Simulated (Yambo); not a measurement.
MgS (zinc blende, space group F-43m, No. 216), G0W0@LDA in Yambo; all else as in the reference (4×4×4 Γ-centred k mesh, bands 5 to 100 and a 10 Ry block in the screening, 100 bands in G with the Bruneval-Gonze terminator, plasmon pole fitted at 27.2 eV). One parameter is varied: the cutoff of the exchange sum, over 5, 10, 20, 40, 84 Ry.

Problem. From which value on does the gap Γ → Γ stay within 0.05 eV of the largest setting?

Solution. From 40 Ry on.
| cutoff of the exchange sum (Ry) | G0W0 gap (eV) | valence shift (eV) |
|---|---|---|
| 5 | 5.47 | -0.97 |
| 10 | 5.54 | -1.26 |
| 20 | 5.42 | -1.31 |
| 40 | 5.36 | -1.32 |
| 84 | 5.35 | -1.32 |
The last step of the sweep still moves the gap by 11 meV; the other settings are held fixed.

Geometry relaxed with LDA; primitive cell a = 3.957 Å, b = 3.957 Å, c = 3.957 Å, α = 60.00°, β = 60.00°, γ = 60.00°.

This is not the ordinary phase of the substance; no match was found in the copy of COD used, and its stability was not checked.

A shift is the quasiparticle energy of the state minus its LDA energy.
